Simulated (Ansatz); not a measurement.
# W3O: moving W off its site

W3O, Pm-3n, a = 4.885 Å. The structure is a Materials Project entry; whether it is the stable form wasn't checked. Ansatz: PBE, PAW, 420 eV, Γ-centred 8×8×8 mesh on 8 atoms, Gaussian smearing 0.15 eV; no spin polarisation.

```
CELL_PARAMETERS angstrom
4.88450 0.00000 0.00000
0.00000 4.88450 0.00000
0.00000 0.00000 4.88450
ATOMIC_POSITIONS crystal
W 0.50000 0.75000 0.00000
W 0.00000 0.50000 0.75000
W 0.25000 0.00000 0.50000
W 0.50000 0.25000 0.00000
W 0.00000 0.50000 0.25000
W 0.75000 0.00000 0.50000
O 0.50000 0.50000 0.50000
O 0.00000 0.00000 0.00000
```

All 6 W atoms of the cell move by x along the unit vector (0.000, 1.000, 0.000), with their periodic images; all else is held. y is the free energy of the cell over the start, F the force along the path summed over the moved atoms. Symmetry makes y even in x.

```
  x (Å) y (meV) F (eV/Å)
-0.1000        ?         ?
-0.0500   -10.61     -0.42
 0.0000     0.00      0.00
 0.0250    -2.65      0.21
 0.0375    -5.97      0.32
 0.0625   -16.57      0.53
 0.0750   -23.87      0.64
 0.0875   -32.49      0.74
```

Q: Fit y = c2 x² + c4 x⁴ to the energies of the other rows, give the force constant, and predict energy and force of the missing row.

A: Least squares on the rows shown. y = −4242.7 x² − 113.20 x⁴. The force constant is 2 c2 = -8.49 eV/Å² for the 6 atoms together, -1.41 each, negative: the site is a maximum along this line (for all images moving together, not for a lone atom). The force −dy/dx at the missing row is -0.85 eV/Å (computed -0.85). At x = -0.1000 the fit asked for gives -42.44 meV. The run gave -42.44 meV, the same to the digits shown.

Spin–orbit coupling is left out, which can shift energies with elements as heavy as these.

Cost: 8 runs of about 12 core-minutes in all, on AMD EPYC (Zen 3) (shared hosts).